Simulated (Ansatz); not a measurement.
# What DFT gives for BaRuF$_{4}$

```xyz
12
Lattice="4.0344 0.0000 0.0000 2.0172 -7.0917 0.0000 0.0000 0.0000 -5.6927" Properties=species:S:1:pos:R:3 pbc="T T T"
Ba    4.0344   -2.1038   -2.6340
Ba    2.0172   -4.9879   -5.4804
Ru    2.0172   -1.2147    0.0000
Ru    4.0344   -5.8770   -2.8464
F     2.0172   -2.7792   -1.1101
F     4.0344   -4.3125   -3.9564
F     2.0172   -2.3465   -4.1739
F     4.0344   -4.7452   -1.3275
F     2.0172   -0.3549   -1.7647
F     4.0344   -6.7368   -4.6111
F     4.0344   -1.1162   -0.0472
F     2.0172   -5.9755   -2.8936
```

Level: r2SCAN, no spin polarisation; 500 eV; 7×7×5 Γ-centred mesh; fermi-dirac occupations (width 0.0182 eV); Ansatz 0.2.0, fixed geometry.

(1) What does the stress say?

(2) Is there a gap, and of what kind?

(3) Which orbitals make up the band edges?

(4) Is it stable against the elements?

Origin: a known structure type with other elements, at an estimated volume, so it need not be a known compound. Caveats: atoms or cell far from equilibrium.

Answers

(1) The pressure is 23.6 GPa (compression positive), so with the atoms held at these fractions the cell would first expand; the forces are large, so a full relaxation may end otherwise. The principal stresses 17.7, 25.3, 27.8 GPa differ, so its shape would change too.

(2) The gap is 0.83 eV, indirect (the least direct gap found is 1.26 eV). A semilocal functional usually gives too small a gap.

(3) Within 0.7 eV of the edges, the states project mainly on Ru d (84 %) and F p (14 %) below the gap and on Ru d (78 %) above it.

(4) -2.55 eV an atom against the elements' usual phases (free molecules for gases, crystals otherwise, with no correction for O₂ or N₂), so it is bound against them; other compounds may still compete. Relaxing would lower it.
